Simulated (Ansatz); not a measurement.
## Fields on a plane of Gd (hcp, Mg type)

```xyz
2
Lattice="3.6483 0.0000 0.0000 -1.8241 3.1595 0.0000 0.0000 0.0000 5.8356" Properties=species:S:1:pos:R:3 pbc="T T T"
Gd     0.0000     2.1063     4.3767
Gd     1.8241     1.0532     1.4589
```

The slice is a (-1 1 0 2) plane (indices of the conventional cell) through the point (0.333, 0.667, 0.750) (fractional), spanned by u = [110] and v = [1 -1 1] in vectors of this cell: u (3.65 Å) and v (8.60 Å, at 90° to u). It covers one period; positions are fractions (u, v).

Atoms on it: Gd at (0.00, 0.00). Other atoms lie within 1 Å of the plane.

All values below come from PBE (plane waves to 420 eV, PAW, scalar-relativistic; Ansatz, a program for electronic structure). k mesh 15×15×8. These are valence fields of a PAW run, semicore shells included where kept as valence: close to a nucleus they are smooth pseudo fields. Gd was relaxed with its symmetry unable to fall. Relaxed Gd ends ferromagnetic. Other magnetic orders were not checked, so this need not be the ground state. The f-shell state is unchecked: a lower one may exist.

```tsv
v \ u	0.00	0.17	0.33	0.50	0.67	0.83
0.86	<1.0	2.3	6.3	7.6	6.3	2.3
0.71	9.3	8.2	5.2	3.4	5.2	8.2
0.57	5.2	5.8	6.4	6.5	6.4	5.8
0.43	x	x	3.3	7.1	3.3	x
0.29	<1.0	3.2	7.0	8.4	7.0	3.2
0.14	<1.0	2.4	7.0	8.7	7.0	2.4
0.00	x	x	<1.0	5.7	<1.0	x
```

Values: electrostatic potential energy of an electron, from the cell's mean, in eV. Points within 1 Å of a nucleus are blanked (x), as the pseudised field means little there. Values under 1 eV are set to 1. The zero, the cell's mean, hangs on the PAW cores.

```
|xxxx997711000000117799xx|
|999999440000110000449999|
|887744000011221100004477|
|221100000022222200000011|
|111111112211111122111111|
|554444331100000011334444|
|777755331100000011335577|
|887755220000000000225577|
|887755220000000000225577|
|666644220000000000224466|
|333333220000000000223333|
|000000111100000011110000|
|000000000011221100000000|
|554411000011221100001144|
|998855110011221100115588|
|999977220000110000227799|
|999977220000220000227799|
|998855110011331100115588|
|554422001133443311002244|
|000000113355665533110000|
|000011335577777755331100|
|001122556677887766552211|
|000011336677777766331100|
|111100003355665533000011|
|887744110033443300114477|
|999999440000220000449999|
|xxxx997711001100117799xx|
|xxxx998811000000118899xx|
```
Scale: ten equal steps from 0.09 (start of '0') to 0.90 (end of '9'), in the order '0123456789'. Values: ELF of the down spins. The map has 12 points along u (two characters each, u = 0 at the left) and 28 along v (v = 0 in the bottom row). Points within 0.5 Å of a nucleus are blanked (x), as the pseudised field means little there.
